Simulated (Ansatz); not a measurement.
LiCl (rock salt): generalised stacking-fault energy along a line

LiCl (rock salt) is sheared across one {100} plane: the third cell vector gains the shift, so faults repeat every 7.7 Å. The cut lies between planes 2.56 Å apart; the cell height is held.

```
LiCl
1.0
    3.61492     0.00000     0.00000
    0.00000     3.61492     0.00000
    1.80746     1.80746     7.66841
Cl Li
3 3
Cartesian
  1.50622   1.50622   6.39034
  1.50622   1.50622   1.27807
  3.31368   3.31368   3.83421
  3.31368   3.31368   6.39034
  3.31368   3.31368   1.27807
  1.50622   1.50622   3.83421
```

In-plane vectors a = (3.615, 0.000) Å, b = (0.000, 3.615) Å, area 13.07 Å². The shift is s times the vector a (length 3.615 Å), so s = 1 restores the start. The shift is rigid: no atom relaxes. γ = [E(shift) − E(0)] / area.

Calculation: r2SCAN (plane waves to 500 eV, PAW, scalar-relativistic; Ansatz, a first-principles code). k mesh 8×8×8 (Γ-centred), Fermi-Dirac smearing 0.05 eV. Energies are extrapolated to zero smearing. Stress and pressure are positive under compression. Faults lie only 7.7 Å apart, and holding the cell height and the atoms raises γ above its relaxed value. LiCl was relaxed with its symmetry unable to fall. γ is measured from zero shift.

```
shift (Å)  γ (meV/Å²)  σ normal to the fault (GPa)
---------  ----------  ---------------------------
0.000             0.0                          0.0
0.301             2.7                          0.2
0.602            10.3                          0.7
0.904            21.7                          1.5
1.205            34.1                          2.5
1.506            43.9                          3.4
1.807            47.7                          3.8
2.109            43.9                          3.4
2.410            34.1                          2.5
2.711            21.7                          1.5
3.012            10.3                          0.7
3.314             2.7                          0.2
```

Key numbers:

The highest computed γ on the line is 765 mJ/m² and the steepest slope dγ/d(shift) before the first maximum (spline) comes out as 6.7 GPa. Position of the highest point: s = 0.500. Local minima between the ends: no computed point is one.

(The slope of γ gives the shear force per area between the displaced halves; near zero shift its curvature is an elastic stiffness.)
